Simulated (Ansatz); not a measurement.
Relaxed-ion elastic tensor of AgI (zinc blende, space group No. 216) in GPa (Voigt order), the program Ansatz at the LDA level (PAW); density 6.10 g/cm³, 31.98 Å³ per atom.

|  | 1 | 2 | 3 | 4 | 5 | 6 |
|---|---|---|---|---|---|---|
| 1 | 46.4 | 38.8 | 38.8 | 0.0 | 0.0 | 0.0 |
| 2 | 38.8 | 46.4 | 38.8 | 0.0 | 0.0 | 0.0 |
| 3 | 38.8 | 38.8 | 46.4 | 0.0 | 0.0 | 0.0 |
| 4 | 0.0 | 0.0 | 0.0 | 10.8 | 0.0 | 0.0 |
| 5 | 0.0 | 0.0 | 0.0 | 0.0 | 10.8 | 0.0 |
| 6 | 0.0 | 0.0 | 0.0 | 0.0 | 0.0 | 10.8 |

Is the crystal mechanically stable?

Yes: the smallest eigenvalue of C is 7.6 GPa.

Work out the Voigt, Reuss and Hill averages.

K_V = 41.3, K_R = 41.3, K_H = 41.3; G_V = 8.0, G_R = 6.2, G_H = 7.1 GPa.

Give Young's modulus, Poisson's ratio, Pugh's ratio and the universal anisotropy index.

E = 9KG/(3K + G) = 20.2 GPa; ν = 0.42; K/G = 5.81 (ductile by the Pugh limit of 1.75); A_U = 5G_V/G_R + K_V/K_R − 6 = 1.46.

Estimate the sound speeds and the Debye temperature.

v_l = √((K + 4G/3)/ρ) = 2890 m/s, v_t = √(G/ρ) = 1080 m/s, mean 1230 m/s; Θ = (h/k)(3n/4πV)^(1/3) v_m = 115 K.

Give the Zener ratio and Young's modulus along [100], [110] and [111].

A = 2C44/(C11 − C12) = 2.86; 1/E = S11 − 2(S11 − S12 − S44/2)Γ with Γ = 0, 1/4, 1/3 gives 11.0, 20.9, 29.9 GPa.

Space group F-43m (zinc blende). The cell was relaxed with LDA under the symmetry of its start. No spin polarisation was allowed. Scalar-relativistic: spin–orbit coupling is off unless named, which matters more the heavier the elements.

Potentials: the earlier of the program's two PAW sets. The files were generated under PBE; for other functionals the program regenerates the frozen cores, and for LDA and PBEsol the local potential too.
